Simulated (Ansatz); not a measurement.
B in space group Cmce (No. 64; B on 8f) at seven volumes, the program Ansatz at the PBE+D3(BJ) level (PAW), shape and atoms relaxed at each. One row is withheld.

```tsv
V (Å³/atom)	P (GPa)
5.676	30.26
5.863	18.77
6.050	8.75
6.237	0.01
6.424	-7.62
6.611	-14.29
6.798	?
```

Q: Fit the shown pressures and predict the withheld one.

A: P = (3/2)B₀(x^(7/2) − x^(5/2))[1 + (3/4)(B′ − 4)(x − 1)] with x = (V₀/V)^(2/3). Least squares on the six rows gives V₀ = 6.237 Å³/atom, B₀ = 272 GPa, B′ = 3.52. At V = 6.798, x = 0.9442 and P = -20.12 GPa. The run itself gave -20.11 GPa.

A made-up cell: these elements were put on the sites of a structure type; neither database checked (COD, Materials Project) lists it. It is not the phase usual at ambient conditions (space group No. 166). Symmetry was held in the PBE+D3(BJ) relaxation; its stability against distortions is not shown here.

Potentials: the earlier of the program's two PAW sets.
